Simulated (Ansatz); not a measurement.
The elements of this relaxed trial crystal are hidden behind letters.

```
lattice vectors (Å)
   5.4953    0.0000    0.0000
   0.0000    5.4953    0.0000
   0.0000    0.0000    5.4953
fractional positions
X 0.0000 0.0000 0.0000
X 0.5000 0.5000 0.5000
Z 0.2500 0.0000 0.5000
Z 0.5000 0.7500 0.0000
Z 0.7500 0.0000 0.5000
Z 0.5000 0.2500 0.0000
Z 0.0000 0.5000 0.7500
Z 0.0000 0.5000 0.2500
```

All numbers below come from DFT PBE, scalar-relativistic, plane waves, PAW (Ansatz). Plane waves to 420 eV, an 8×8×8 mesh through Γ for the 8-atom cell and 0.10 eV Gaussian smearing; no spin polarisation.

```
Space group                              : Pm-3n (No. 223)
Conventional cell                        : a = 5.495 Å
Volume per atom                          : 20.74 Å³
Density                                  : 3.58 g/cm³
Formation energy                         : −0.20 eV/atom
Gap on the 8×8×8 mesh of the 8-atom cell : 0 eV (a metal)
```

Energies are uncorrected and count from the elements' standard states at the same level.

Question: X is a p-block element of period 4 and Z is a p-block element of period 3. Which elements are they?

Answer: X = Ge, Z = Cl, so the formula is GeCl3. Density times volume gives a mean mass of 3.58 × 20.74/1.6605 = 44.7 u per atom, and this set has 44.7 u. Among the elements that the hints allow, noble gases aside, only these give it. Ge is surrounded by 12 Cl at 3.07 Å; around Cl lie 2 Cl at 2.75 Å, 4 Ge at 3.07 Å and 8 Cl at 3.37 Å.

A structure relaxed within its symmetry needn't be a true minimum. Another cell of GeCl3 relaxed alike, in Pm-3m, lies 0.43 eV/atom lower, so this cell isn't the stable form at this level.
